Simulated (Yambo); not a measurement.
Yambo run on RbCaH$_{3}$ (cubic perovskite, space group Pm-3m, No. 221). The wavefunctions come from this Quantum ESPRESSO step (PBEsol, PseudoDojo standard norm-conserving files, fully relativistic):

```
&CONTROL
  calculation = 'nscf'
  pseudo_dir = './pseudo'
  outdir = './out'
/
&SYSTEM
  ibrav = 0
  nat = 5
  ntyp = 3
  ecutwfc = 72.0
  ecutrho = 288.0
  occupations = 'fixed'
  force_symmorphic = .true.
  nbnd = 257
  noncolin = .true.
  lspinorb = .true.
/
&ELECTRONS
  conv_thr = 5e-09
  diago_full_acc = .true.
  diago_thr_init = 1e-08
/
ATOMIC_SPECIES
H 1.0080 H.upf
Ca 40.0780 Ca.upf
Rb 85.4678 Rb.upf
CELL_PARAMETERS angstrom
  4.520970000000   0.000000000000   0.000000000000
  0.000000000000   4.520970000000   0.000000000000
  0.000000000000   0.000000000000   4.520970000000
ATOMIC_POSITIONS crystal
H   0.500000000000   0.000000000000   0.500000000000
H   0.000000000000   0.500000000000   0.500000000000
H   0.500000000000   0.500000000000   0.000000000000
Ca   0.500000000000   0.500000000000   0.500000000000
Rb   0.000000000000   0.000000000000   0.000000000000
K_POINTS automatic
2 2 2 0 0 0
```

Yambo input:

```
rim_cut
gw0
dyson
el_el_corr
HF_and_locXC
ppa
em1d
RandQpts= 1000000
RandGvec= 1 Ry
EXXRLvcs= 72 Ry
VXCRLvcs= 288 Ry
Chimod= "HARTREE"
% BndsRnXp
 1 | 252 |
%
NGsBlkXp= 7 Ry
% LongDrXp
 1.0 | 1.0 | 1.0 |
%
PPAPntXp= 27.2114 eV
% GbndRnge
 1 | 252 |
%
GTermKind= "BG"
DysSolver= "n"
ExtendOut
% QPkrange
 1 | 1 | 22 | 23 |
 2 | 2 | 22 | 23 |
 3 | 3 | 20 | 24 |
 4 | 4 | 22 | 23 |
%
```

k points by index: 1 = Γ, 2 = X, 3 = M, 4 = R.

Table of the .qp output:

```
#    K-point    Band    Eo [eV]    E [eV]    E-Eo [eV]    Vxc [eV]    Vnlxc [eV]    Sc|Eo [eV]    Sc|E [eV]    dSc/dw|Eo [eV]    Re(Z)    Im(Z)
#
    1    22    -0.389218    -1.713931    -1.324712    -10.63828    -13.94433    1.630310    1.981340    -7.209375    0.790544    -0.002383
    1    23    6.093459    7.994566    1.901107    -13.00878    -5.976173    -4.605933    -5.131504    -7.514297    0.783512    -0.008774
    2    22    -0.143351    -1.447731    -1.304380    -10.96617    -14.26666    1.646831    1.996103    -7.285431    0.788804    -0.001846
    2    23    5.585931    7.298765    1.712834    -12.19348    -5.612599    -4.408546    -4.868049    -7.290213    0.788583    -0.009587
    3    20    -0.016765    -1.545765    -1.528999    -10.60439    -14.29201    1.760425    2.158618    -7.085785    0.793396    -0.001801
    3    21    0.000000    -1.528587    -1.528587    -10.64373    -14.33251    1.762138    2.160191    -7.085199    0.793410    -0.001805
    3    22    0.000000    -1.528586    -1.528586    -10.64373    -14.33251    1.762140    2.160192    -7.085197    0.793410    -0.001805
    3    23    3.069145    3.981227    0.912082    -8.383816    -3.789436    -3.501365    -3.682298    -5.397110    0.834485    -0.001387
    3    24    3.069145    3.981223    0.912078    -8.383816    -3.789436    -3.501370    -3.682302    -5.397115    0.834485    -0.001387
    4    22    -0.204326    -1.736594    -1.532268    -10.29297    -13.99853    1.773954    2.173287    -7.090962    0.793277    -0.001685
    4    23    4.305043    5.541564    1.236521    -10.02993    -4.732409    -3.794095    -4.060998    -5.872697    0.822489    -0.001551
```
(The two width columns are left out.) Convergence of these settings isn't established.

Geometry of the Materials Project entry, not relaxed at this level.
